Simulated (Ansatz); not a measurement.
## SiC with arsenic replacing Si: gradients before and after relaxing the atoms

Start: a supercell of SiC (wurtzite type, P6_3mc) built from an entry of the Crystallography Open Database (COD), with all atoms left at the host's positions.

Space group P3m1 (No. 156); a = 6.1520, c = 10.0960 Å, γ = 120.00°.

| site | Wyckoff | site symmetry | x | y | z |
| --- | --- | --- | --- | --- | --- |
| As | 1a | 3m. | 0.0000 | 0.0000 | 0.0000 |
| Si2 | 1a | 3m. | 0.0000 | 0.0000 | 0.5000 |
| Si3 | 3d | .m. | 0.0000 | 0.5000 | 0.0000 |
| Si4 | 3d | .m. | 0.0000 | 0.5000 | 0.5000 |
| Si9 | 3d | .m. | 0.1667 | 0.8333 | 0.2500 |
| Si10 | 3d | .m. | 0.1667 | 0.8333 | 0.7500 |
| Si15 | 1c | 3m. | 0.6667 | 0.3333 | 0.2500 |
| Si16 | 1c | 3m. | 0.6667 | 0.3333 | 0.7500 |
| C17 | 1a | 3m. | 0.0000 | 0.0000 | 0.1925 |
| C18 | 1a | 3m. | 0.0000 | 0.0000 | 0.6925 |
| C19 | 3d | .m. | 0.0000 | 0.5000 | 0.1925 |
| C20 | 3d | .m. | 0.0000 | 0.5000 | 0.6925 |
| C25 | 3d | .m. | 0.1667 | 0.8333 | 0.4425 |
| C26 | 3d | .m. | 0.1667 | 0.8333 | 0.9425 |
| C31 | 1c | 3m. | 0.6667 | 0.3333 | 0.4425 |
| C32 | 1c | 3m. | 0.6667 | 0.3333 | 0.9425 |

One atom of each set is listed.

Method: Kohn–Sham DFT in Ansatz, PBE, plane waves and PAW, scalar-relativistic, 420 eV cutoff, Γ-centred 4×4×2 k-points, Fermi–Dirac smearing 0.01 eV, cell charge +1.

The largest force at the start is 1.5 eV/Å. Relaxing the ions at fixed cell moves them by 0.056 Å at most (atom 30, C) and 0.033 Å rms.

```csv
site,moved (Å),first shell before,first shell after,V_zz before (10²¹ V/m²),η before
As,0.030,4 C at 1.87–1.94 Å,4 C at 1.93 Å,2.21,0.00
Si3,0.044,4 C at 1.87–1.94 Å,4 C at 1.87–1.89 Å,1.07,0.47
Si4,0.021,4 C at 1.87–1.94 Å,4 C at 1.88–1.90 Å,1.95,0.04
Si9,0.051,4 C at 1.87–1.94 Å,4 C at 1.88–1.90 Å,1.04,0.67
Si10,0.018,4 C at 1.87–1.94 Å,4 C at 1.87–1.92 Å,2.77,0.00
Si15,0.038,4 C at 1.87–1.94 Å,4 C at 1.88–1.89 Å,1.32,0.00
C17,0.019,"3 Si at 1.87 Å, 1 As at 1.94 Å","3 Si at 1.90 Å, 1 As at 1.93 Å",2.43,0.00
C19,0.021,4 Si at 1.87–1.94 Å,4 Si at 1.88–1.89 Å,0.35,0.73
C25,0.017,4 Si at 1.87–1.94 Å,4 Si at 1.88 Å,0.52,0.12
C26,0.056,"3 Si at 1.87–1.94 Å, 1 As at 1.87 Å","3 Si at 1.89–1.92 Å, 1 As at 1.93 Å",2.19,0.02
```

Q: What are V_zz and η after the relaxation?

A: 

| site | V_zz after | η after | change of V_zz |
| --- | --- | --- | --- |
| As | -0.40 | 0.00 | -2.61 |
| Si3 | 0.73 | 0.85 | – |
| Si4 | 0.47 | 0.41 | -1.48 |
| Si9 | 0.88 | 0.58 | – |
| Si10 | 1.85 | 0.08 | -0.92 |
| Si15 | -0.31 | 0.00 | -1.63 |
| C17 | 2.63 | 0.00 | +0.20 |
| C19 | 0.27 | 0.24 | -0.08 |
| C25 | 0.32 | 0.07 | -0.20 |
| C26 | 2.35 | 0.03 | +0.16 |

The largest change of V_zz along a kept axis is on As, from 2.21 to -0.40. In per cent, |V_zz| changes by -76 to -33 on Si, -39 to +8 on C (all sites that start above 0.5, bar those whose gradient vanishes or changes sign or whose main axis turns by over 40°). Where |V_zz| stays above 0.1 and the axes keep their order, η moves most on C19, from 0.73 to 0.24. V_zz changes sign on As (same axis), Si15 (same axis), C32 (same axis) (not all in the table). On Si3, Si9 the largest principal value lies along another axis in the second run, so the two V_zz can't be compared directly. The table leaves out 6 of the 16 sites, with |V_zz| up to 2.09; their tensors move by 1.38 at most along any direction. The statements above cover all sites. The host's own positions weren't relaxed first, so part of the change far from the defect can be the host's relaxation.

The defect repeats with the cell of 32 atoms, so it feels its images: sites between two images don't show the values beside a lone defect, and zeros or small values of η there can come from the images' arrangement. C and Si carry a gradient in the pure host already, so the values there aren't the defect's effect alone. A uniform background compensates the cell's charge. The cell keeps the host's lattice, where the PBE pressure is 8 GPa (in a charged cell this depends on the convention for the mean potential).
Before: Forces reach 0.7 eV/Å even beyond 5.5 Å from the defect, so the host's positions may themselves be off equilibrium. The neighbours have not yet relaxed around the defect (largest force 1.5 eV/Å), so a real crystal will differ.
After: The relaxation keeps the site symmetry 3m of the start, so the impurity can move only along its axis; a start off the site could end lower.
